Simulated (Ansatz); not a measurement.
Ti (β-Sn type, I4_1/amd) at seven volumes, plane-wave PAW PBE (Ansatz code), shape and atoms relaxed at each. One row is withheld.

```
V (Å³/atom)  P (GPa)
-----------  -------
15.884         10.38
16.408             ?
16.932          3.01
17.455          0.01
17.979         -2.61
18.503         -4.89
19.026         -6.88
```

Q: Fit the shown pressures and predict the withheld one.

A: P = (3/2)B₀(x^(7/2) − x^(5/2))[1 + (3/4)(B′ − 4)(x − 1)] with x = (V₀/V)^(2/3). Least squares on the six rows gives V₀ = 17.457 Å³/atom, B₀ = 93.1 GPa, B′ = 3.52. At V = 16.408, x = 1.0422 and P = 6.43 GPa. The run itself gave 6.44 GPa.

A made-up cell: these elements were put on the sites of a structure type; neither database checked (COD, Materials Project) lists it. It is not the phase usual at ambient conditions (space group No. 194). Symmetry was held in the PBE relaxation. At this level the phase is dynamically unstable (imaginary phonons). The run is not spin-polarised.

Potentials: the later of the program's two PAW sets.
